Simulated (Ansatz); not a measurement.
Several occupations of a fcc lattice at one composition, 1 Rh, 3 Pt, 1 Ru, 11 Os. Sites, in fractions of the cell -3.870 3.870 -3.870; 3.870 3.870 3.870; 3.870 -3.870 -3.870 Å:

| cell | sites |
| --- | --- |
| all | Os (0.00 0.00 0.00), Os (0.00 0.50 0.50), Os (0.25 0.25 0.50), Os (0.50 0.50 0.00), Os (0.75 0.00 0.25), Os (0.75 0.25 0.00) |
| 1 | Os (0.00 0.25 0.75), Os (0.00 0.75 0.25), Os (0.25 0.00 0.75), Os (0.25 0.75 0.00), Os (0.50 0.00 0.50), Pt (0.50 0.75 0.75), Pt (0.75 0.50 0.75), Pt (0.75 0.75 0.50), Rh (0.25 0.50 0.25), Ru (0.50 0.25 0.25) |
| 2 | Os (0.25 0.50 0.25), Os (0.25 0.75 0.00), Os (0.50 0.00 0.50), Os (0.50 0.25 0.25), Os (0.75 0.50 0.75), Pt (0.00 0.25 0.75), Pt (0.00 0.75 0.25), Pt (0.50 0.75 0.75), Rh (0.25 0.00 0.75), Ru (0.75 0.75 0.50) |
| 3 | Os (0.00 0.25 0.75), Os (0.25 0.00 0.75), Os (0.25 0.50 0.25), Os (0.75 0.50 0.75), Os (0.75 0.75 0.50), Pt (0.25 0.75 0.00), Pt (0.50 0.00 0.50), Pt (0.50 0.25 0.25), Rh (0.00 0.75 0.25), Ru (0.50 0.75 0.75) |

Each was relaxed without symmetry on coarser meshes and computed once more. All numbers below come from DFT PBE, scalar-relativistic, plane waves, PAW (Ansatz 0.2.0).

Settings: cutoff 420 eV, Γ-centred mesh 6×6×6 on the computed 16-atom cell, Gaussian smearing of 0.10 eV; no spin polarisation.

Warren–Cowley parameters of the first shell of the sublattice with most elements (negative: unlike neighbours preferred):
| cell | Os-Pt | Os-Rh | Os-Ru | Pt-Rh | Pt-Ru | Rh-Ru |
| --- | --- | --- | --- | --- | --- | --- |
| 1 | -0.05 | -0.09 | -0.09 | 0.11 | 0.11 | -0.33 |
| 2 | -0.21 | 0.03 | 0.03 | -0.33 | -0.33 | -0.33 |
| 3 | -0.05 | -0.21 | -0.21 | 0.11 | 0.11 | 1.00 |

Problem. Which occupation is lowest in energy, and by how much?

Solution. Cells 1, 3 are lowest, within 8 meV/atom of each other and so too close to rank here.
```
cell E − E(lowest) (meV/atom) V (Å³/atom)
   1                       0.0        14.47
   3                       0.1        14.47
   2                      23.6        14.45
```

The final mesh leaves forces up to 0.14 eV/Å and stresses up to 0.3 GPa: the relaxation ran on a coarser mesh, so the cell's shape, its bonds and its energy belong partly to that mesh.

Spin–orbit coupling is left out, which can shift energies with elements as heavy as these.

Cost: 6 runs of about 21 core-minutes in all (earlier runs that led there not counted), on Intel Xeon 6975P-C (Granite Rapids) (shared hosts).